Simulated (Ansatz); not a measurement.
MoS (CsCl type, Pm-3m) under volume change, PBE (plane waves, PAW; program Ansatz), scaled uniformly.

| V (Å³/atom) | E − E(relaxed) (meV/atom) | P (GPa) |
|---|---|---|
| 12.352 | 87.7 | 25.20 |
| 12.759 | 36.6 | 15.30 |
| 13.166 | 8.6 | 6.99 |
| 13.574 | 0.0 | 0.00 |
| 13.981 | 7.7 | -5.88 |
| 14.388 | 29.1 | -10.81 |
| 14.795 | 62.0 | -14.95 |

Q: What does a third-order Birch–Murnaghan fit give for V₀, B₀ and B′?

A: V₀ = 13.57 Å³/atom, B₀ = 213 GPa, B′ = 4.8.

The cell is a constructed one: a structure type filled with these elements; neither database checked (COD, Materials Project) lists it. Whether it is the stable phase at ambient conditions was not checked. The cell was relaxed with PBE under the symmetry of its start; whether a distortion lowers the energy is not shown. No spin polarisation was allowed.

Potentials: the earlier of the program's two PAW sets.
